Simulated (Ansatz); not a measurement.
A geometry of ZrO$_{2}$ away from equilibrium: step 2 of the relaxation of a relaxed ZrO2 cell, doubled along one cell vector, shaken by Gaussian noise of σ = 0.08 Å a coordinate. The numbers are results of PBE (plane waves to 420 eV, PAW, scalar-relativistic; Ansatz, an electronic-structure program), not measurements. Γ-centred k-mesh 3×5×5 on the run's cell (coarser than for final values), Fermi–Dirac smearing 0.05 eV.

```xyz
12
Lattice="9.1038 -0.0040 0.0068 -0.0020 4.5778 0.0224 0.0034 0.0224 4.5826" Properties=species:S:1:pos:R:3:forces:R:3 pbc="T T T" free_energy=-21292.160 pressure_GPa=0.0
O      3.4676     3.4229     3.5006   -1.0228   -0.7366   -0.8011
O      7.9449     3.3937     3.4340   -0.2418   -0.3123   -0.2740
O      1.1274     1.1332     3.4522    0.0871   -0.0332   -0.1536
O      5.7015     1.1845     3.4515   -0.7329   -0.7251    0.5299
O      3.3695     1.1222     1.1759    0.0379   -0.2616   -0.1542
O      7.8763     1.0189     1.0868    0.0038    0.1705    0.1961
O      1.1085     3.3698     1.1648    0.0480   -0.0212    0.0066
O      5.5850     3.3912     1.2084   -0.0941    0.1159   -0.2030
Zr    -0.0369    -0.0786    -0.0354    0.0152    0.1094    0.1584
Zr     4.4937    -0.0164     0.0115    1.2876    0.3348    0.1480
Zr     2.2702     2.2533     2.3015   -0.0628    0.7519    0.6710
Zr     6.7869     2.2249     2.2611    0.6750    0.6073   -0.1241
```

Positions in Å, forces in eV/Å, free energy of the cell in eV (comparable only within this code, potentials and settings). Largest force: 1.49 eV/Å, on O1 (atoms numbered as listed); the geometry lies 0.01 eV/atom above the end of its relaxation.

No spin polarisation in the result.

The end of the path is a generated cell of ZrO2: the first start was made by a random draw of sites in a space group, and the end was not matched to a known phase here, so it may be hypothetical. Known forms of ZrO2 include space group No. 14, 137, 225.
